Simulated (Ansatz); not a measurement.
Input for Ansatz (plane-wave DFT, PAW):

```yaml
crystal:
  lattice:
    - [-3.190119575, 3.190119575, 2.7189696839]
    - [3.190119575, -3.190119575, 2.7189696839]
    - [3.190119575, 3.190119575, -2.7189696839]
  atoms:
    - { symbol: Ti, position: [0.25, 0.25, 0.0] }
    - { symbol: Ti, position: [0.75, 0.75, 0.0] }
    - { symbol: Sb, position: [0.6534091369, 0.1534091369, 0.8068182739] }
    - { symbol: Sb, position: [0.1534091369, 0.3465908631, 0.5] }
    - { symbol: Sb, position: [0.3465908631, 0.8465908631, 0.1931817261] }
    - { symbol: Sb, position: [0.8465908631, 0.6534091369, 0.5] }
basis:
  ecutwfc: 420
kpoints:
  mp_grid: { grid: [8, 8, 8] }
hamiltonian:
  xc: pbesol
scf:
  occupations: { method: gaussian, width: 0.1 }
output:
  forces: true
  stress: true
  eigenvalues: true
relax:
  adjacent_minimum: "off"
  f_tol: 0.01
  max_steps: 30
  cell: { stress_tol: 0.1, fix: [volume] }
```

Command:
```bash
ansatz run input.yaml --threads 2 --pin off --max-ram 5120MiB --backend cpu --events-out ev --progress --plain --runs-dir out
```

These are results of DFT PBEsol, scalar-relativistic, plane waves, PAW in Ansatz 0.2.0, not measurements.

Abridged output:

```
Pseudopotentials: kind: paw
Pseudopotential: Ti, paw, valence charge 12, recommended cutoff 420 eV (normal)
Pseudopotential: Sb, paw, valence charge 15, recommended cutoff 420 eV (normal)
Functional definition: PBEsol
Crystal: 6 atoms, lattice volume = 110.682 Å³
Basis set: ecut = 420 eV, 2169 PW (Γ), exchange–correlation on 72×72×72 points (8 copies of the dense FFT grid, shifted against one another)
Bands: 51, of which v1, the nominal top of the filled ones, is band 42 counted from 1 (41 counted from 0)
Symmetry: 16 space group operations
Space group: I4/mcm (ITA 140), of the structure as read, at distance tolerance 4.8e-5 Å
k-points: 59 of 512
Initial density: superposition of atomic densities (neutral atoms: chi_scale 0, normalization atom), corrected by the library's trained network
Initial wavefunctions: pseudopotential atomic-orbital guess
Functional: x = pbesol(κ = 0.804, μ = 0.12345679), c = pbesol(β = 0.046)
SCF iter   1: F=—  HF=-30582.262833 eV  |F-HF|=—  |Δ(HF+E_count)|=         —  Δρ=6.79e-3  dr2=5.06e-2  ethr=1.77e-3  ⟨swp⟩=7.7  Hψ=13542  notcnv=0
SCF iter   2: F=—  HF=-30582.256763 eV  |F-HF|=—  |Δ(HF+E_count)|=   6.07e-3  Δρ=3.76e-3  dr2=1.63e-2  ethr=6.02e-5  ⟨swp⟩=1.0  Hψ=3481  notcnv=0
SCF iter   3: F=—  HF=-30582.254413 eV  |F-HF|=—  |Δ(HF+E_count)|=   2.35e-3  Δρ=5.68e-4  dr2=5.37e-4  ethr=1.94e-5  ⟨swp⟩=2.0  Hψ=3281  notcnv=0
SCF iter   4: F=—  HF=-30582.254329 eV  |F-HF|=—  |Δ(HF+E_count)|=   8.37e-5  Δρ=1.33e-4  dr2=1.55e-5  ethr=6.39e-7  ⟨swp⟩=2.0  Hψ=3544  notcnv=0
SCF iter   5: F=—  HF=-30582.254329 eV  |F-HF|=—  |Δ(HF+E_count)|=   5.65e-7  Δρ=3.61e-5  dr2=1.67e-6  ethr=1.85e-8  ⟨swp⟩=2.0  Hψ=5185  notcnv=0
SCF iter   6: F=-30582.254328 eV  HF=-30582.254328 eV  |F-HF|=2.63e-8  |Δ(HF+E_count)|=   4.74e-7  Δρ=7.48e-6  dr2=6.51e-8  ethr=1.19e-10  ⟨swp⟩=7.9  Hψ=14487  notcnv=0
SCF 1 converged in 6 iterations: F = -30582.254328 eV  dr2 = 6.51e-8
relax step   1: F+E_penalty+E_count = -30582.25432821 eV  Δ(F+E_penalty+E_count) = +0.000e0 eV  max|allowed force component| = 3.138e-2 eV/Å  Δτ_max = 0.0000 Å  P = +16.920 GPa  Ω = 110.682 Å³  fix = [volume]  reactions: volume +16.920 GPa (6 SCF iters, dr2 threshold 1.00e-7 eV, accepted)
Basis set: ecut = 420 eV, 2161 PW (Γ), exchange–correlation on 72×72×72 points (8 copies of the dense FFT grid, shifted against one another)
Initial density: handed on by an earlier stage of this run
Initial wavefunctions: those handed on with the density
SCF iter   1: F=—  HF=-30582.253413 eV  |F-HF|=—  |Δ(HF+E_count)|=         —  Δρ=1.20e-3  dr2=2.76e-3  ethr=3.15e-6  ⟨swp⟩=2.1  Hψ=13295  notcnv=0
SCF iter   2: F=—  HF=-30582.253113 eV  |F-HF|=—  |Δ(HF+E_count)|=   3.00e-4  Δρ=6.47e-4  dr2=8.48e-4  ethr=3.15e-6  ⟨swp⟩=1.4  Hψ=3046  notcnv=0
SCF iter   3: F=—  HF=-30582.252944 eV  |F-HF|=—  |Δ(HF+E_count)|=   1.68e-4  Δρ=9.13e-5  dr2=1.85e-5  ethr=1.01e-6  ⟨swp⟩=2.0  Hψ=3389  notcnv=0
SCF iter   4: F=—  HF=-30582.252942 eV  |F-HF|=—  |Δ(HF+E_count)|=   2.28e-6  Δρ=2.95e-5  dr2=8.04e-7  ethr=2.20e-8  ⟨swp⟩=2.0  Hψ=3624  notcnv=0
SCF iter   5: F=-30582.252942 eV  HF=-30582.252942 eV  |F-HF|=6.88e-9  |Δ(HF+E_count)|=   1.31e-7  Δρ=4.65e-6  dr2=1.98e-8  ethr=9.58e-10  ⟨swp⟩=2.0  Hψ=5338  notcnv=0
SCF iter   6: F=-30582.252942 eV  HF=-30582.252942 eV  |F-HF|=1.03e-9  |Δ(HF+E_count)|=   3.30e-9  Δρ=1.29e-6  dr2=1.77e-9  ethr=2.35e-11  ⟨swp⟩=1.8  Hψ=9216  notcnv=0
SCF 2 converged in 6 iterations: F = -30582.252942 eV  dr2 = 1.77e-9
relax step   2: F+E_penalty+E_count = -30582.25294199 eV  Δ(F+E_penalty+E_count) = +1.386e-3 eV  max|allowed force component| = 9.106e-2 eV/Å  Δτ_max = 0.0087 Å  P = +16.794 GPa  Ω = 110.682 Å³  fix = [volume]  (6 SCF iters, dr2 threshold 4.85e-7 eV, rejected (line search))
SCF iter   1: F=—  HF=-30582.255296 eV  |F-HF|=—  |Δ(HF+E_count)|=         —  Δρ=7.72e-4  dr2=1.08e-3  ethr=1.25e-6  ⟨swp⟩=2.0  Hψ=13274  notcnv=0
SCF iter   2: F=—  HF=-30582.255188 eV  |F-HF|=—  |Δ(HF+E_count)|=   1.08e-4  Δρ=4.13e-4  dr2=3.27e-4  ethr=1.25e-6  ⟨swp⟩=1.5  Hψ=3056  notcnv=0
SCF iter   3: F=—  HF=-30582.255125 eV  |F-HF|=—  |Δ(HF+E_count)|=   6.27e-5  Δρ=5.76e-5  dr2=7.17e-6  ethr=3.90e-7  ⟨swp⟩=2.0  Hψ=3341  notcnv=0
SCF iter   4: F=—  HF=-30582.255125 eV  |F-HF|=—  |Δ(HF+E_count)|=   1.22e-7  Δρ=1.79e-5  dr2=2.90e-7  ethr=8.54e-9  ⟨swp⟩=2.0  Hψ=3672  notcnv=0
SCF iter   5: F=—  HF=-30582.255125 eV  |F-HF|=—  |Δ(HF+E_count)|=   4.68e-8  Δρ=2.82e-6  dr2=8.47e-9  ethr=3.46e-10  ⟨swp⟩=2.0  Hψ=5302  notcnv=0
SCF iter   6: F=—  HF=-30582.255125 eV  |F-HF|=—  |Δ(HF+E_count)|=   2.01e-9  Δρ=8.74e-7  dr2=7.54e-10  ethr=1.01e-11  ⟨swp⟩=2.0  Hψ=5234  notcnv=0
SCF iter   7: F=-30582.255125 eV  HF=-30582.255125 eV  |F-HF|=3.64e-11  |Δ(HF+E_count)|=  2.51e-10  Δρ=2.05e-7  dr2=6.64e-11  ethr=1.00e-12  ⟨swp⟩=4.5  Hψ=9156  notcnv=0
SCF 3 converged in 7 iterations: F = -30582.255125 eV  dr2 = 6.64e-11
relax step   3: F+E_penalty+E_count = -30582.25512532 eV  Δ(F+E_penalty+E_count) = -7.971e-4 eV  max|allowed force component| = 6.931e-3 eV/Å  Δτ_max = 0.0015 Å  P = +16.869 GPa  Ω = 110.682 Å³  energy of the carried Pulay correction = +2.510e-17 eV  fix = [volume]  reactions: volume +16.869 GPa (7 SCF iters, accepted)
Initial wavefunctions: pseudopotential atomic-orbital guess (no wavefunctions were taken with the density)
SCF iter   1: F=—  HF=-30582.255111 eV  |F-HF|=—  |Δ(HF+E_count)|=         —  Δρ=3.44e-5  dr2=2.78e-8  ethr=7.34e-8  ⟨swp⟩=3.2  Hψ=20495  notcnv=0
SCF iter   2: F=—  HF=-30582.255114 eV  |F-HF|=—  |Δ(HF+E_count)|=   2.88e-6  Δρ=1.75e-5  dr2=7.20e-9  ethr=3.31e-11  ⟨swp⟩=2.8  Hψ=5383  notcnv=0
SCF iter   3: F=-30582.255114 eV  HF=-30582.255114 eV  |F-HF|=2.18e-11  |Δ(HF+E_count)|=   5.71e-8  Δρ=2.37e-7  dr2=3.23e-11  ethr=8.58e-12  ⟨swp⟩=1.0  Hψ=3009  notcnv=0
SCF iter   4: F=-30582.255114 eV  HF=-30582.255114 eV  |F-HF|=1.82e-11  |Δ(HF+E_count)|=  7.28e-12  Δρ=7.32e-8  dr2=4.39e-12  ethr=1.00e-12  ⟨swp⟩=1.0  Hψ=3009  notcnv=0
SCF iter   5: F=-30582.255114 eV  HF=-30582.255114 eV  |F-HF|=3.64e-12  |Δ(HF+E_count)|=  7.28e-12  Δρ=2.26e-8  dr2=6.11e-13  ethr=1.00e-12  ⟨swp⟩=1.0  Hψ=3009  notcnv=0
SCF iter   6: F=-30582.255114 eV  HF=-30582.255114 eV  |F-HF|=3.64e-12  |Δ(HF+E_count)|=    0.00e0  Δρ=4.54e-9  dr2=1.90e-14  ethr=1.00e-12  ⟨swp⟩=1.0  Hψ=3009  notcnv=0
SCF iter   7: F=-30582.255114 eV  HF=-30582.255114 eV  |F-HF|=0.00e0  |Δ(HF+E_count)|=    0.00e0  Δρ=1.38e-9  dr2=1.54e-15  ethr=1.00e-12  ⟨swp⟩=2.2  Hψ=6756  notcnv=0
SCF 4 converged in 7 iterations: F = -30582.255114 eV  dr2 = 1.54e-15
SCF converged after 7 iterations
Free energy (F): -30582.255114 eV
Harris-Foulkes:  -30582.255114 eV  (|F-HF|=0.00e0)
Internal energy: -30582.247618 eV  (E = F + TS)
E sigma→0 (E₀):  -30582.251366 eV
Entropy (-TS):   -0.007496 eV (-1.249 meV/atom)
Fermi energy:    16.412004 eV
--- Per-component energies (eV) ---
  E_band       = -548.730232
  E_kinetic    = 1404.872535
  E_local      = -6360.297008  (includes V_loc(G=0)·N_el)
  E_nonlocal   = 1484.636937
  E_hartree    = 2951.430094
  E_xc         = -756.756664
  E_vxc        = -647.543066  (∫ρ·V_xc dr)
  E_paw        = -20053.233802  (= ΣΔE_a)
  E_vpaw       = -2333.260035  (= ΣTr[D̂ρ^β])
  E_aug_tail   = 0.000215  (compensation charges beyond the density's cutoff)
  E_ewald      = -9254.506122
  E_core_change = 1.606197  (= ΣΔE_core)
  E_smearing   = -0.007496  (= −TS)
--- Forces (eV/Å), atoms counted from 1 ---
  atom   1  Ti     0.00000000     0.00000000     0.00000000
  atom   2  Ti     0.00000000     0.00000000     0.00000000
  atom   3  Sb     0.00692937     0.00692937     0.00000000
  atom   4  Sb    -0.00692937     0.00692937     0.00000000
  atom   5  Sb    -0.00692937    -0.00692937     0.00000000
  atom   6  Sb     0.00692937    -0.00692937     0.00000000
--- Stress (GPa, compression-positive) ---
       16.899582       0.000000       0.000000
        0.000000      16.899582       0.000000
        0.000000       0.000000      16.809380
  P = ⅓ Tr σ = 16.8695 GPa (168.695 kbar)
--- Band table (eV; the first three rows and the last of 59) ---
  k-point 0: bands = ["-40.0122", "-39.9164", "-16.7257", "-16.5192", "-16.5192", "-16.4256", "-16.4256", "-16.0168", "-12.8581", "-12.8478", "-12.7963", "-12.7482", "-12.7482", "-12.7432", "-12.7382", "-12.7382", "-12.7081", "-12.7022", "-12.6806", "-12.6748", "-12.6748", "-12.6660", "-12.6592", "-12.6513", "-12.6513", "-12.6120", "-12.6022", "-12.6022", "2.4038", "7.3275", "8.4513", "8.4513", "10.9206", "11.6533", "11.6533", "12.2034", "12.2632", "12.8424", "12.8424", "13.9197", "14.3091", "15.2517", "16.8299", "17.2842", "18.2355", "18.2355", "18.5643", "18.6468", "18.6468", "19.4019", "20.2635"]
  k-point 1: bands = ["-40.0122", "-39.9164", "-16.7264", "-16.5204", "-16.5186", "-16.4271", "-16.4251", "-16.0173", "-12.8606", "-12.8497", "-12.8025", "-12.7471", "-12.7468", "-12.7400", "-12.7385", "-12.7383", "-12.7046", "-12.6975", "-12.6803", "-12.6766", "-12.6718", "-12.6669", "-12.6573", "-12.6534", "-12.6498", "-12.6172", "-12.6021", "-12.5993", "2.5201", "7.1605", "8.0461", "8.4833", "11.2108", "11.3406", "11.7077", "11.7701", "12.6314", "13.2235", "13.4187", "13.8204", "14.2136", "15.1529", "17.0794", "17.4669", "18.0723", "18.4141", "18.5107", "18.6520", "18.6790", "19.2733", "20.0641"]
  k-point 2: bands = ["-40.0120", "-39.9164", "-16.7281", "-16.5234", "-16.5170", "-16.4307", "-16.4239", "-16.0184", "-12.8674", "-12.8509", "-12.8152", "-12.7464", "-12.7437", "-12.7417", "-12.7385", "-12.7281", "-12.7003", "-12.6948", "-12.6811", "-12.6747", "-12.6664", "-12.6632", "-12.6565", "-12.6536", "-12.6475", "-12.6273", "-12.6013", "-12.5957", "2.8591", "6.5540", "7.4352", "8.5634", "11.2191", "11.2889", "11.8533", "12.2213", "12.2551", "13.5865", "13.9894", "14.2409", "14.2989", "14.9438", "17.1573", "17.7806", "18.2860", "18.4301", "18.6748", "18.7539", "18.8446", "19.3778", "19.7909"]
  k-point 58: bands = ["-40.0116", "-39.9164", "-16.7351", "-16.5230", "-16.5230", "-16.4324", "-16.4324", "-16.0230", "-12.8804", "-12.8720", "-12.8462", "-12.7955", "-12.7269", "-12.7269", "-12.7051", "-12.7051", "-12.7038", "-12.6936", "-12.6936", "-12.6700", "-12.6487", "-12.6475", "-12.6475", "-12.6376", "-12.6359", "-12.6351", "-12.5982", "-12.5982", "5.0366", "5.9590", "5.9590", "6.6199", "9.2952", "9.9655", "12.6976", "12.6976", "13.9220", "13.9337", "15.6079", "15.7069", "15.9070", "17.0527", "17.0527", "17.1126", "17.2448", "18.6921", "18.6921", "19.2144", "19.2144", "19.3583", "20.0819"]
--- Relaxed structure (3 steps of the walk, 2 accepted, 1 SCFs on fresh bases) ---
  F+E_penalty+E_count = -30582.25511385 eV   max|allowed force component| = 6.929e-3 eV/Å   (the final SCF, on the basis selected at the relaxed cell)
  cell:  # Å, volume = 110.6823 Å³
    - [-3.19404288, 3.19404288, 2.71229425]
    - [3.19404288, -3.19404288, 2.71229425]
    - [3.19404288, 3.19404288, -2.71229425]
  atoms:
    - { symbol: Ti, position: [0.25, 0.25, 0.0] }
    - { symbol: Ti, position: [0.75000000, 0.75000000, 0.0] }
    - { symbol: Sb, position: [0.65357151, 0.15357151, 0.80714302] }
    - { symbol: Sb, position: [0.15357151, 0.34642848, 0.49999999] }
    - { symbol: Sb, position: [0.34642848, 0.84642848, 0.19285697] }
    - { symbol: Sb, position: [0.84642848, 0.65357151, 0.49999999] }
```

The relaxation met its thresholds.

It took 50 s on 2 threads of Arm Neoverse V1 (shared host), peak memory 0.57 GiB.